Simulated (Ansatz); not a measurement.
Computed properties of Ge₂Sb₂Te₅

Ge₂Sb₂Te₅:
```
CELL_PARAMETERS angstrom
      2.12062     1.22434    17.52790
     -2.12062     1.22434    17.52790
      0.00000    -2.44868    17.52790
ATOMIC_POSITIONS crystal
  Te 0.00000 0.00000 0.00000
  Ge 0.69931 0.69931 0.69931
  Te 0.39780 0.39780 0.39780
  Sb 0.10299 0.10299 0.10299
  Te 0.80209 0.80209 0.80209
  Te 0.19791 0.19791 0.19791
  Sb 0.89701 0.89701 0.89701
  Te 0.60220 0.60220 0.60220
  Ge 0.30069 0.30069 0.30069
```

Space group R-3m (No. 166); conventional cell a = 4.241 Å, b = 4.241 Å, c = 52.584 Å, α = 90.00°, β = 90.00°, γ = 120.00°.

Method: r²SCAN+D4 in the plane-wave PAW code Ansatz. The cell and atoms are relaxed at this level. Other levels are named where they apply.

### Cell and energy

| Item | Result |
|---|---|
| Volume per atom | 30.34 Å³ |
| Density | 6.24 g/cm³ |
| Formation energy from the elements (no fitted shifts) | -0.079 eV/atom |

### Electronic structure

| Property | Value |
|---|---|
| Band gap | 0.47 eV (direct) |
| Valence-band maximum | at Γ |
| Conduction-band minimum | at Γ |
| Electron effective mass, band 1 of 2 at the edge | 0.52 along x, 1.6 along z (mₑ) |
| Electron effective mass, band 2 of 2 at the edge | 0.097 along x, 1.6 along z (mₑ) |
| Hole effective mass | 0.070, 0.070, 0.47 mₑ (principal values) |

### Mechanics

| Quantity | Result |
|---|---|
| Bulk modulus (Birch–Murnaghan fit) | 29.4 GPa |
| Pressure derivative B′ | 13.6 |

### Charges

| Property | Value |
|---|---|
| Bader charges | Te -0.46 to -0.35, Ge +0.44, Sb +0.60 e |

The start of the workflow was typed in or built on a structure type; neither database checked (COD, Materials Project) lists it. It is not the phase usual at ambient conditions (space group No. 164). Symmetry was held in the r²SCAN+D4 relaxation; whether a distortion lowers the energy is not shown. The references are the lowest solids computed at this level, not always the standard phases. Scalar-relativistic: spin–orbit coupling is off unless named, which matters more the heavier the elements.

Potentials: the earlier of the program's two PAW sets.
